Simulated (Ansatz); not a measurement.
ScB12: relaxation (Ansatz)

Input:

```yaml
crystal:
  lattice:
    - [0.0, 3.688704, 3.688704]
    - [3.688704, 0.0, 3.688704]
    - [3.688704, 3.688704, 0.0]
  atoms:
    - { symbol: Sc, position: [0.0, 0.0, 0.0] }
    - { symbol: B, position: [0.837, 0.5, 0.5] }
    - { symbol: B, position: [0.837, 0.5, 0.163] }
    - { symbol: B, position: [0.5, 0.837, 0.163] }
    - { symbol: B, position: [0.5, 0.837, 0.5] }
    - { symbol: B, position: [0.163, 0.5, 0.5] }
    - { symbol: B, position: [0.5, 0.163, 0.5] }
    - { symbol: B, position: [0.5, 0.163, 0.837] }
    - { symbol: B, position: [0.163, 0.5, 0.837] }
    - { symbol: B, position: [0.163, 0.837, 0.5] }
    - { symbol: B, position: [0.5, 0.5, 0.837] }
    - { symbol: B, position: [0.5, 0.5, 0.163] }
    - { symbol: B, position: [0.837, 0.163, 0.5] }
  symmetry: { tolerance: 0.0003 }
kpoints:
  mp_grid: { grid: [6, 6, 6], shift: [0, 0, 0] }
magnetization:
  spin_polarized: false
scf:
  occupations: { method: gaussian, width: 0.0323 }
  lower_state_search: "off"
hamiltonian:
  pseudopotentials: { kind: paw }
  xc: r2scan
basis:
  ecutwfc: 500
  fft_grid_basis: typed
relax:
  max_steps: 40
  f_tol: 0.03
output:
  forces: true
  stress: true
  eigenvalues: true
  bader: true
  populations: true
  elf: true
  write_potential: true
  volumetric_format: npy
  dos:
    e_range: [-12, 8]
    de: 0.05
    projected: { site_lists: { B: [B], Sc: [Sc] } }
checkpoint:
  read: saved_state
```

Launch command:

```bash
ansatz run input.yaml --threads 2 --pin off --max-ram 2560MiB --backend cpu --events-out ev --progress --plain --runs-dir out
```

Origin of the cell: a database entry, scaled a little.

The saved state is a converged single point of the same cell.

Steps:

```csv
step,ΔF (meV/atom),max force component (eV/Å),SCF iterations,step was
1,0.0,0.284,6,accepted
2,-1.2,0.140,5,accepted
3,-1.6,0.002,6,accepted
4,-1.6,0.002,2,accepted
```

Step 1, with forces in eV/Å:

```xyz
13
Lattice="0.000 3.689 3.689 3.689 0.000 3.689 3.689 3.689 0.000" Properties=species:S:1:pos:R:3:forces:R:3 pbc="T T T" step=1
Sc    0.000    0.000    0.000    0.000    0.000    0.000
B     3.689    4.932    4.932    0.000    0.284    0.284
B     2.446    3.689    4.932   -0.284    0.000    0.284
B     3.689    2.446    4.932    0.000   -0.284    0.284
B     4.932    3.689    4.932    0.284    0.000    0.284
B     3.689    2.446    2.446    0.000   -0.284   -0.284
B     2.446    3.689    2.446   -0.284    0.000   -0.284
B     3.689    4.932    2.446    0.000    0.284   -0.284
B     4.932    3.689    2.446    0.284    0.000   -0.284
B     4.932    2.446    3.689    0.284   -0.284    0.000
B     4.932    4.932    3.689    0.284    0.284    0.000
B     2.446    2.446    3.689   -0.284   -0.284    0.000
B     2.446    4.932    3.689   -0.284    0.284    0.000
```

Step 2, with forces in eV/Å:

```xyz
13
Lattice="0.000 3.689 3.689 3.689 0.000 3.689 3.689 3.689 0.000" Properties=species:S:1:pos:R:3:forces:R:3 pbc="T T T" step=2
Sc    0.000    0.000    0.000    0.000    0.000    0.000
B     3.689    4.935    4.935    0.000    0.140    0.140
B     2.442    3.689    4.935   -0.140    0.000    0.140
B     3.689    2.442    4.935    0.000   -0.140    0.140
B     4.935    3.689    4.935    0.140    0.000    0.140
B     3.689    2.442    2.442    0.000   -0.140   -0.140
B     2.442    3.689    2.442   -0.140    0.000   -0.140
B     3.689    4.935    2.442    0.000    0.140   -0.140
B     4.935    3.689    2.442    0.140    0.000   -0.140
B     4.935    2.442    3.689    0.140   -0.140    0.000
B     4.935    4.935    3.689    0.140    0.140    0.000
B     2.442    2.442    3.689   -0.140   -0.140    0.000
B     2.442    4.935    3.689   -0.140    0.140    0.000
```

Step 4, with forces in eV/Å:

```xyz
13
Lattice="0.000 3.689 3.689 3.689 0.000 3.689 3.689 3.689 0.000" Properties=species:S:1:pos:R:3:forces:R:3 pbc="T T T" step=4
Sc    0.000    0.000    0.000    0.000    0.000    0.000
B     3.689    4.938    4.938    0.000   -0.002   -0.002
B     2.439    3.689    4.938    0.002    0.000   -0.002
B     3.689    2.439    4.938    0.000    0.002   -0.002
B     4.938    3.689    4.938   -0.002    0.000   -0.002
B     3.689    2.439    2.439    0.000    0.002    0.002
B     2.439    3.689    2.439    0.002    0.000    0.002
B     3.689    4.938    2.439    0.000   -0.002    0.002
B     4.938    3.689    2.439   -0.002    0.000    0.002
B     4.938    2.439    3.689   -0.002    0.002    0.000
B     4.938    4.938    3.689   -0.002   -0.002    0.000
B     2.439    2.439    3.689    0.002    0.002    0.000
B     2.439    4.938    3.689    0.002   -0.002    0.000
```

```yaml
Free_energy_lowered_by: 1.6 meV/atom
Final_pressure: 1.98 GPa
Relaxation_steps_listed: 4
```

Caveats: no moments, though an odd count or open d shells may carry them; the SCF threshold is looser than advised for a stress; the relaxation held the start's symmetry, so the end may be a saddle point.

Time: 58 s on 2 threads of Arm Neoverse V1 (shared host), peak memory 0.72 GiB, from a saved density.
